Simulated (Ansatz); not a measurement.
GaP (zinc blende)

```
GaP
1.0
    0.00000     2.75322     2.75322
    2.75322     0.00000     2.75322
    2.75322     2.75322     0.00000
P Ga
1 1
Direct
  0.75000   0.75000   0.75000
  0.00000   0.00000   0.00000
```

In each cell atom 2 (Ga, nearest neighbour P at 2.384 Å; its periodic images, 3.9 Å or more away, move with it) moves by s·(0.707, 0.707, 0.000) (along Cartesian [110]), the rest being held.

Level of theory: PBE (plane waves to 420 eV, PAW, scalar-relativistic; Ansatz, a quantum-chemistry and plane-wave program). k mesh 8×8×8 (Γ-centred), Fermi-Dirac smearing 0.05 eV. E stands for the smeared free energy. As the smearing reaches across the gap at some points, energies and forces of such displacements shift with the k mesh and the smearing. GaP was relaxed with its symmetry unable to fall. The PAW data are Ansatz's earlier set. The zero of ΔE is the undisplaced structure. The last digit holds for this mesh only.

```json
[
 {"s (Å)": "-0.720", "ΔE (meV/cell)": "withheld"},
 {"s (Å)": "-0.576", "ΔE (meV/cell)": "1665.1"},
 {"s (Å)": "-0.432", "ΔE (meV/cell)": "908.8"},
 {"s (Å)": "-0.288", "ΔE (meV/cell)": "395.3"},
 {"s (Å)": "-0.144", "ΔE (meV/cell)": "97.6"},
 {"s (Å)": "0.000", "ΔE (meV/cell)": "0.0"},
 {"s (Å)": "0.144", "ΔE (meV/cell)": "97.6"},
 {"s (Å)": "0.288", "ΔE (meV/cell)": "395.3"},
 {"s (Å)": "0.432", "ΔE (meV/cell)": "908.8"},
 {"s (Å)": "0.576", "ΔE (meV/cell)": "1665.1"},
 {"s (Å)": "0.720", "ΔE (meV/cell)": "withheld"}
]
```

Problem. Fit an even polynomial form (powers 2, 4) to the given rows and predict ΔE at s = 0.720.

Solution. Least squares on the 9 given rows: ΔE = (4680)·s² + (1022)·s⁴, in meV/cell with s in Å; root-mean-square residual 0.13 meV/cell. At 0.720 the fit gives 2700.8 meV/cell; the calculation gives 2703.2 meV/cell, so the extrapolation is off by -2.4 (-0.1 %). The quadratic term alone would give 2426.1 meV/cell.

(A displaced cell: forces are minus the slopes of the energy, force constants its curvatures, and phonons follow from these.)
